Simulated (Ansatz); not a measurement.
TiAl (CuAu type, space group P4/mmm)

```yaml
crystal:
  lattice:
    - [2.79703, 0.00000, 0.00000]
    - [0.00000, 2.79703, 0.00000]
    - [0.00000, 0.00000, 4.03197]
  atoms:
    - { symbol: Al, position: [0.50000, 0.50000, 0.50000] }
    - { symbol: Ti, position: [0.00000, 0.00000, 0.00000] }
```

This relaxed cell (volume V₀) is scaled evenly in all directions, its shape held. Symmetry pins the atoms to their sites.

The numbers are results of PBEsol (plane waves to 420 eV, PAW, scalar-relativistic; Ansatz, a program for electronic structure), not measurements. k mesh 17×17×12 (Γ-centred), Fermi-Dirac smearing 0.05 eV. The energy includes the smearing's −TS. Stress and pressure are positive under compression. With the shape held, the modulus is that of even scaling; a crystal free to change shape is softer. The PAW data are Ansatz's earlier set. TiAl is run without spin polarisation. TiAl was relaxed with its symmetry unable to fall. ΔE is measured from the relaxed starting cell. The last digit holds for this mesh only.

```tsv
V (Å³/atom)	ΔE (meV/atom)
14.825	23.6
15.062	13.0
15.299	5.6
15.535	1.4
15.772	0.0
16.008	1.3
16.245	5.1
16.482	withheld
16.718	19.4
```

### Question
Fit a third-order Birch-Murnaghan form (E₀, V₀, B₀, B₀′ free) to the given rows and predict ΔE at V = 16.482.

### Answer
Least squares on the 8 given rows: ΔE = E₀ + (9V₀B₀/16)·y²·[2 + (B₀′ − 4)y], y = (V₀/V)^(2/3) − 1, with V₀ = 15.773 Å³/atom, B₀ = 120.4 GPa (160.2 GPa = 1 eV/Å³; the term in eV is multiplied by 1000), B₀′ = 3.77, E₀ = 0.02 meV/atom; root-mean-square residual 0.02 meV/atom. At 16.482 the fit gives 11.2 meV/atom; the calculation gives 11.2 meV/atom, the same to the digits shown. For the pressure the fit gives -4.9 GPa against the computed -4.9 GPa.

(Under strain, the slope of the energy per volume gives the stress and its curvature an elastic modulus.)
